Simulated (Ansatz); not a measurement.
## Is this MoW5 structure a true minimum?

The structure comes from a generated guess, relaxed at this level; another structure or a mixture of phases may lie lower.

Theory: Ansatz 0.2.0, DFT PBE, scalar-relativistic, plane waves, PAW. Settings: cutoff 420 eV, Γ-centred mesh 12×12×4 on the computed 6-atom cell, Gaussian smearing of 0.10 eV; no spin polarisation.

The cell below (6 atoms, space group P4/mmm (No. 123)) is relaxed within its symmetry.

```yaml
crystal:
  lattice:
    - [3.17984, 0.00000, 0.00000]
    - [0.00000, 3.17984, 0.00000]
    - [0.00000, 0.00000, 9.54179]
  atoms:
    - { symbol: Mo, position: [0.50000, 0.50000, 0.50000] }
    - { symbol: W, position: [0.00000, 0.00000, 0.66593] }
    - { symbol: W, position: [0.50000, 0.50000, 0.83286] }
    - { symbol: W, position: [0.00000, 0.00000, 0.00000] }
    - { symbol: W, position: [0.50000, 0.50000, 0.16714] }
    - { symbol: W, position: [0.00000, 0.00000, 0.33407] }
```

For the test a repeat of it with 12 atoms (edges 3.18, 6.36, 9.54 Å) was strained at random (σ = 1.5 % a component), the atoms were moved at random (σ = 0.10 Å), and all was relaxed again on a coarse 6×4×2 mesh (in the run’s order of axes) with 0.20 eV smearing, with no symmetry imposed.

These runs have no spin–orbit coupling, which can matter for W.

Question: Is the structure stable against such a distortion?

Answer: It returns, within 2 meV/atom of the unmoved cell on that mesh and with the same symmetry when read at 0.1 Å (Pmmm at 0.01 Å, so small strains and shifts remain). So it is stable against the distortions that fit this cell and that this random move excites. Modes that don't fit the cell aren't tested.
